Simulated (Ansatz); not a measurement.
# Data sheet: ZnS (DFT)

ZnS:
```yaml
crystal:
  lattice:
    - [3.58955, 0.00000, 0.00000]
    - [-1.79477, 3.10864, 0.00000]
    - [0.00000, 0.00000, 5.88016]
  atoms:
    - { symbol: Zn, position: [0.00000, 0.00000, 0.00000] }
    - { symbol: Zn, position: [0.00000, 0.00000, 0.50000] }
    - { symbol: S, position: [0.33333, 0.66667, 0.25000] }
    - { symbol: S, position: [0.66667, 0.33333, 0.75000] }
```

Space group P6_3/mmc (No. 194), NiAs type; conventional cell a = b = 3.5895 Å, c = 5.8802 Å, α = β = 90.00°, γ = 120.00°.

Method: DFT-r²SCAN in the program Ansatz with PAW potentials. Structure relaxed to zero pressure with the same functional. Other levels are named where they apply.

**Cell and energy**

| Item | Value |
|---|---|
| Volume per atom | 16.40 Å³ |
| Density | 4.93 g/cm³ |
| Formation energy from the elements (no fitted shifts) | -0.64 eV/atom |

**Electronic structure**

| Quantity | Value |
|---|---|
| Band gap | 0.82 eV (indirect) |
| Valence-band maximum | on the Γ–M line, 36 % of the way from Γ |
| Conduction-band minimum | at K (2 equivalent valleys) |
| Smallest direct gap on the standard path | 2.38 eV |
| Electron effective mass | 0.21, 0.31, 0.31 mₑ (principal values) |
| Hole effective mass | 0.21, 1.1, 3.5 mₑ (principal values) |
| HSE06 gap on the r²SCAN cell | 1.48 eV |

**Mechanics**

| Item | Value |
|---|---|
| Bulk modulus (Birch–Murnaghan fit) | 97.4 GPa |
| Pressure derivative B′ | 4.4 |
| Elastic constants (relaxed ions, GPa) | C11 = 142, C12 = 87.7, C13 = 58.0, C33 = 188, C44 = 0.1 |
| Mechanical stability | marginal (the smallest eigenvalue of C is near zero) |

**Charges**

| Property | Result |
|---|---|
| Bader charges | Zn +1.04, S -1.04 e |

The start of the workflow was typed in or built on a structure type; neither database checked (COD, Materials Project) lists it. It is not the phase usual at ambient conditions (space group No. 186, 216). Symmetry was held in the r²SCAN relaxation; its stability against distortions is not shown here. The references are the lowest solids computed at this level, not always the standard phases.

Potentials: the later of the program's two PAW sets.
